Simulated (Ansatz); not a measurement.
Ga4SbAs3 as one 8-atom ordering (Amm2) on the zincblende lattice at its r2SCAN geometry, run in Ansatz at 2 levels of theory. The calculation is spin-unpolarised, and the structure need not be a phase that has been made.

The r2SCAN input:
```yaml
crystal:
  lattice:
    - [4.0953097923, 0.0, 0.0]
    - [0.0, 4.0948014473, 5.7850530932]
    - [0.0, -4.0948014473, 5.7850530932]
  atoms:
    - { symbol: As, position: [0.0, 0.0006871064, 0.0006871064] }
    - { symbol: As, position: [0.5, -0.0001716214, 0.4999389494] }
    - { symbol: As, position: [0.5, 0.4999389494, -0.0001716214] }
    - { symbol: Sb, position: [0.0, 0.4998498166, 0.4998498166] }
    - { symbol: Ga, position: [0.5, 0.8760568029, 0.8760568029] }
    - { symbol: Ga, position: [0.0, 0.8881468909, 0.3702349692] }
    - { symbol: Ga, position: [0.0, 0.3702349692, 0.8881468909] }
    - { symbol: Ga, position: [0.5, 0.3652570859, 0.3652570859] }
kpoints:
  mp_grid: { grid: [6, 4, 4] }
  band_path:
    path:
      - [0.0, 0.0, 0.0]
      - [0.0, 0.5, 0.5]
      - [0.0, 0.6247461723, 0.3752538277]
      - [0.0, 0.3752538277, -0.3752538277]
      - [0.5, 0.0, 0.0]
      - [0.5, 0.3752538277, -0.3752538277]
      - [0.5, 0.6247461723, 0.3752538277]
      - [0.5, 0.5, 0.5]
      - [0.0, 0.5, 0.0]
      - [0.0, 0.0375253828, -0.0375253828]
      - [0.0, 0.05, 0.0]
    npoints: 1
hamiltonian:
  xc: r2scan
scf:
  occupations: { method: fermi_dirac, width: 0.02 }
  n_extra_bands: 6
output:
  forces: true
  stress: true
  eigenvalues: true
```

Main results, then, where recorded, the levels near the gap in eV from the Fermi energy (columns number the bands from 0), one row a point of the path (Γ, Y, C₀, Σ₀, Z, A₀, E₀, T, S, Σ₀–Γ (0.90), Γ–S (0.10)):
```
Crystal: 8 atoms, lattice volume = 194.025 Å³
Symmetry: 4 space group operations
Space group: Amm2 (ITA 38)
```
```
Basis set: ecut = 500 eV, 4925 PW (Γ)
k-points: 28 of 96 (time reversal used)
SCF converged after 8 iterations
Free energy (F): -36256.863416 eV
Internal energy: -36256.863307 eV  (E = F + TS)
E sigma→0 (E₀):  -36256.863361 eV
Entropy (-TS):   -0.000109 eV (-0.014 meV/atom)
Fermi energy:    8.009765 eV
--- Forces (eV/Å), atoms counted from 1 ---
  atom   1  As      0.00000      0.00000    -0.00154
  atom   2  As      0.00000    -0.00142    -0.00032
  atom   3  As      0.00000      0.00142    -0.00032
  atom   4  Sb      0.00000      0.00000      0.00060
  atom   5  Ga      0.00000      0.00000    -0.00151
  atom   6  Ga      0.00000    -0.00180      0.00156
  atom   7  Ga      0.00000      0.00180      0.00156
  atom   8  Ga      0.00000      0.00000      0.00000
--- Stress (GPa, compression-positive) ---
       -0.017037       0.000000       0.000000
        0.000000      -0.023120       0.000000
        0.000000       0.000000      -0.019506
  P = ⅓ Tr σ = -0.0199 GPa (-0.199 kbar)
```
```tsv
band_51	band_52	band_53	band_54	band_55	band_56	band_57	band_58
-1.513	-1.335	-0.247	-0.210	-0.070	0.070	0.622	1.116
-2.258	-2.038	-1.804	-1.769	-1.009	1.641	1.794	2.285
-2.290	-2.178	-1.946	-1.772	-0.753	1.991	2.092	2.114
-2.290	-2.178	-1.946	-1.772	-0.753	1.991	2.092	2.114
-3.648	-3.587	-3.499	-1.808	-1.291	2.272	2.779	4.298
-3.004	-2.596	-2.096	-1.664	-1.582	1.429	1.462	1.617
-3.004	-2.596	-2.096	-1.664	-1.582	1.429	1.462	1.617
-2.978	-1.747	-1.460	-1.367	-1.169	0.581	0.942	1.431
-2.320	-1.270	-1.259	-0.720	-0.550	0.914	1.463	1.866
-1.547	-1.343	-0.531	-0.250	-0.078	0.299	0.672	1.155
-1.519	-1.340	-0.456	-0.231	-0.082	0.244	0.662	1.141
```

With r2SCAN the gap is 0.14 eV and direct, at Γ.

**Question.** Another run on the same cell gave
```
Basis set: ecut = 420 eV, 3811 PW (Γ)
k-points: 9 of 16
hybrid outer 1: dexx = +6.679e-2 eV, tail = 3.78e-4 eV
hybrid outer 2: dexx = +7.019e-6 eV, tail = 1.52e-7 eV, Δε = 4.12e-3 eV, ΔF = 1.28e-2 eV/Å
hybrid outer 3: dexx = +7.600e-9 eV, tail = 1.30e-9 eV, Δε = 1.44e-4 eV, ΔF = 3.52e-4 eV/Å
hybrid SCF converged: 3 outer / 16 inner (+10 warm-up)
Free energy (F): -36196.944462 eV
Fermi energy:    8.053427 eV
--- Forces (eV/Å), atoms counted from 1 ---
  atom   1  As      0.00000      0.00000      0.03493
  atom   2  As      0.00000    -0.03121      0.05258
  atom   3  As      0.00000      0.03121      0.05258
  atom   4  Sb      0.00000      0.00000      0.08314
  atom   5  Ga      0.00000      0.00000    -0.05614
  atom   6  Ga      0.00000    -0.01898    -0.06611
  atom   7  Ga      0.00000      0.01898    -0.06611
  atom   8  Ga      0.00000      0.00000    -0.03490
--- Stress (GPa, compression-positive) ---
        0.782656       0.000000       0.000000
        0.000000       0.503506       0.000000
        0.000000       0.000000      -0.158189
  P = ⅓ Tr σ = 0.3760 GPa (3.760 kbar)
```
```tsv
band_51	band_52	band_53	band_54	band_55	band_56	band_57	band_58
-1.754	-1.575	-0.449	-0.398	-0.269	0.269	0.810	1.270
-2.535	-2.308	-2.064	-2.028	-1.250	1.851	1.971	2.541
-2.565	-2.458	-2.193	-2.033	-0.978	2.202	2.303	2.357
-2.565	-2.458	-2.193	-2.033	-0.978	2.202	2.303	2.357
-4.004	-3.951	-3.843	-2.065	-1.533	2.535	3.030	4.671
-3.316	-2.871	-2.351	-1.910	-1.816	1.602	1.618	1.766
-3.316	-2.871	-2.351	-1.910	-1.816	1.602	1.618	1.766
-3.287	-2.001	-1.696	-1.591	-1.405	0.763	1.106	1.560
-2.614	-1.500	-1.480	-0.926	-0.766	1.132	1.676	2.050
-1.784	-1.584	-0.682	-0.439	-0.276	0.448	0.858	1.307
-1.757	-1.580	-0.610	-0.423	-0.280	0.399	0.849	1.293
```
Which level of theory gave it?

**Answer.** It is HSE06, judged by the exchange loop and the size of the gap (a near hybrid could fit too), on 4×2×2; the blocks that differ from the first input, but for the band path:
```yaml
kpoints:
  mp_grid: { grid: [4, 2, 2] }
hamiltonian:
  xc: hse06
```
With HSE06 the gap is 0.54 eV and direct, at Γ. The mean pressure at these positions is +0.4 GPa, compression counted positive. The stress of a hybrid is loosely converged here.

The hybrids run on coarser meshes, which limits their stresses and small splittings of levels.

Totals of different functionals can't be compared.

No spin-orbit coupling is included; it can move band edges with weight on the heavy atoms by tenths of an eV.
